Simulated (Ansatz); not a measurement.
# Calculated with Ansatz: ZrOs2, relaxation

The command:

```bash
ansatz run input.yaml --threads 2 --pin off --max-ram 3584MiB --backend cpu --events-out ev --progress --plain --runs-dir out
```

input.yaml:

```yaml
crystal:
  lattice:
    - [5.252344, 0.0, 0.0]
    - [-2.626172, 4.548667, 0.0]
    - [0.0, 0.0, 8.63008]
  atoms:
    - { symbol: Os, position: [0.833, 0.666, 0.25] }
    - { symbol: Os, position: [0.167, 0.833, 0.75] }
    - { symbol: Os, position: [0.334, 0.167, 0.25] }
    - { symbol: Os, position: [0.167, 0.334, 0.75] }
    - { symbol: Os, position: [0.833, 0.167, 0.25] }
    - { symbol: Os, position: [0.666, 0.833, 0.75] }
    - { symbol: Zr, position: [0.3333, 0.6667, 0.056] }
    - { symbol: Zr, position: [0.6666, 0.3333, 0.556] }
    - { symbol: Zr, position: [0.3333, 0.6667, 0.444] }
    - { symbol: Zr, position: [0.6667, 0.3334, 0.944] }
    - { symbol: Os, position: [0.0, 0.0, 0.0] }
    - { symbol: Os, position: [0.0, 0.0, 0.5] }
  symmetry: { tolerance: 0.0003 }
kpoints:
  mp_grid: { grid: [8, 8, 4], shift: [0, 0, 0] }
magnetization:
  spin_polarized: false
scf:
  occupations: { method: fermi_dirac }
  lower_state_search: "off"
hamiltonian:
  pseudopotentials: { kind: paw }
  xc: r2scan
basis:
  ecutwfc: 500
  fft_grid_basis: typed
relax:
  max_steps: 80
  f_tol: 0.03
output:
  forces: true
  stress: true
  eigenvalues: true
  bader: true
  populations: true
  elf: true
  write_potential: true
  volumetric_format: npy
  dos:
    e_range: [-12, 8]
    de: 0.05
    projected: { site_lists: { Os: [Os], Zr: [Zr] } }
checkpoint:
  read: saved_state
```

Origin of the cell: a database entry, scaled a little.

The smearing width isn't typed, so it takes its default of 0.1 eV.

The saved state is a converged single point of the same cell.

Steps:

| step | ΔF (meV/atom) | max force component (eV/Å) | SCF iterations | step was |
| --- | --- | --- | --- | --- |
| 1 | 0.0 | 1.249 | 7 | accepted |
| 2 | -12.7 | 1.274 | 8 | accepted |
| 3 | -27.2 | 0.630 | 8 | accepted |
| 4 | -32.8 | 0.022 | 7 | accepted |
| 5 | -32.8 | 0.022 | 4 | accepted |

The starting structure.

Space group P6_3/mmc (No. 194); the run's cell has a = 5.252 Å, b = 5.252 Å, c = 8.630 Å, α = 90.00°, β = 90.00°, γ = 120.00°. Shortest distances: Os–Os 2.62 Å, Os–Zr 3.04 Å, Zr–Zr 3.18 Å.

After:

Space group P6_3/mmc (No. 194); the run's cell has a = 5.252 Å, b = 5.252 Å, c = 8.630 Å, α = 90.00°, β = 90.00°, γ = 120.00°. Shortest distances: Os–Os 2.53 Å, Os–Zr 3.06 Å, Zr–Zr 3.16 Å.

```
CELL_PARAMETERS angstrom
5.25235 0.00000 0.00000
-2.62617 4.54867 0.00000
0.00000 0.00000 8.63008
ATOMIC_POSITIONS crystal
Os 0.82743 0.65486 0.25000
Os 0.17257 0.82743 0.75000
Os 0.34514 0.17257 0.25000
Os 0.17257 0.34514 0.75000
Os 0.82743 0.17257 0.25000
Os 0.65486 0.82743 0.75000
Zr 0.33333 0.66667 0.06715
Zr 0.66667 0.33333 0.56715
Zr 0.33333 0.66667 0.43285
Zr 0.66667 0.33333 0.93285
Os 0.00000 0.00000 0.00000
Os 0.00000 0.00000 0.50000
```

| Item | Value |
| --- | --- |
| Free energy lowered by | 32.8 meV/atom |
| Final pressure | -6.83 GPa |
| Relaxation steps listed | 5 |
| Gap on the mesh | none (metal) |

Caveats: no moments, though an odd count or open d shells may carry them; no spin-orbit coupling, though heavy elements are present; the SCF threshold is looser than advised for a stress; the relaxation held the start's symmetry, so the end may be a saddle point.

Time: 4.9 min on 2 threads of Arm Neoverse V2, with other jobs on the host, peak memory 1.5 GiB, from a saved density.
